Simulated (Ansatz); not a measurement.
An Ansatz (an electronic-structure program) input:

Ansatz 0.2 input:
```yaml
crystal:
  lattice:
    - [0.0, 5.5364667177, 5.5364667177]
    - [5.5364667177, 0.0, 5.5364667177]
    - [5.5364667177, 5.5364667177, 0.0]
  atoms:
    - { symbol: Rb, position: [0.75, 0.75, 0.75] }
    - { symbol: Rb, position: [0.25, 0.25, 0.25] }
    - { symbol: Rb, position: [0.5, 0.5, 0.5] }
    - { symbol: Sc, position: [0.0, 0.0, 0.0] }
    - { symbol: Cl, position: [0.7759830143, 0.2240169857, 0.2240169857] }
    - { symbol: Cl, position: [0.2240169857, 0.7759830143, 0.7759830143] }
    - { symbol: Cl, position: [0.2240169857, 0.7759830143, 0.2240169857] }
    - { symbol: Cl, position: [0.7759830143, 0.2240169857, 0.7759830143] }
    - { symbol: Cl, position: [0.2240169857, 0.2240169857, 0.7759830143] }
    - { symbol: Cl, position: [0.7759830143, 0.7759830143, 0.2240169857] }
kpoints:
  mp_grid: { grid: [4, 4, 4] }
  band_path:
    path:
      - [[0.0, 0.0, 0.0], [0.5, 0.0, 0.5], [0.625, 0.25, 0.625]]  # Γ-X-U
      - [[0.375, 0.375, 0.75], [0.0, 0.0, 0.0], [0.5, 0.5, 0.5], [0.5, 0.25, 0.75], [0.5, 0.0, 0.5]]  # K-Γ-L-W-X
      - [VBM, CBM]
    npoints: 12
hamiltonian:
  xc: r2scan
  pseudopotentials: { kind: paw }
magnetization: { noncollinear: true, spin_orbit: true }
scf:
  n_extra_bands: 20
  convergence: { dr2_threshold: 0.0000000001 }
  occupations: { method: gaussian, width: 0.01 }
checkpoint: { write: soc.run }
output: { eigenvalues: true }
```

Question: How many symmetry operations and irreducible k-points will the run report?

Answer: 48 operations, 8 of 64 k-points.

Question: With a cutoff of 500 eV, how many plane waves at Γ?

Answer: 8609.

It took very roughly 24 core-minutes on shared server cores.

Space group Fm-3m. The workflow started from a Materials Project entry (that database holds measured and hypothetical structures alike); the Crystallography Open Database files this formula in space group No. 225, but the cells were not matched. Its standing as an ambient phase is unchecked. The cell was relaxed with r²SCAN under the symmetry of its start; its stability against distortions is not shown here. The run is not spin-polarised.

Potentials: the later of the program's two PAW sets.

Ansatz is a plane-wave DFT program.
